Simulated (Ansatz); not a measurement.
A geometry of CsSnI3 away from equilibrium: step 2 of the relaxation of a generated cell, CsSnI3 placed in the 2H-BaNiO3 structure type. These are PBE (plane waves to 420 eV, PAW, scalar-relativistic; Ansatz, a quantum-chemistry and plane-wave program) values and carry that method's errors. Γ-centred k-mesh 3×3×3 on the run's cell (coarser than for final values), Fermi–Dirac smearing 0.05 eV. The plane waves were selected for a different cell earlier on the path.

```
CELL_PARAMETERS angstrom
      9.02701     0.00000     0.00000
     -4.51350     7.81762     0.00000
      0.00000     0.00000     7.77360
ATOMIC_POSITIONS crystal
  Cs 0.33333 0.66667 0.75000
  Cs 0.66667 0.33333 0.25000
  Sn 0.00000 0.00000 0.00000
  Sn 0.00000 0.00000 0.50000
  I  0.15875 0.31751 0.25000
  I  0.68249 0.84125 0.25000
  I  0.15875 0.84125 0.25000
  I  0.84125 0.68249 0.75000
  I  0.31751 0.15875 0.75000
  I  0.84125 0.15875 0.75000
```

Task: What forces act on the atoms (eV/Å)?

Result: 
```tsv
atom	Fx	Fy	Fz
Cs1	0.00	0.00	0.00
Cs2	0.00	0.00	0.00
Sn3	0.00	0.00	0.00
Sn4	0.00	0.00	0.00
I5	0.00	0.37	0.00
I6	-0.32	-0.18	0.00
I7	0.32	-0.18	0.00
I8	0.00	-0.37	0.00
I9	0.32	0.18	0.00
I10	-0.32	0.18	0.00
```

The path ends in P6₃/mmc (No. 194). No spin polarisation in the result.

The run could not lose the symmetry of its start: the end is stationary, and may be a saddle point rather than a minimum.

The end of the path is a generated cell of CsSnI3: the first start was made by placing the elements on the sites of a structure type, and the end was not matched to a known phase here, so it may be hypothetical. Known forms of CsSnI3 include space group No. 62, 221.
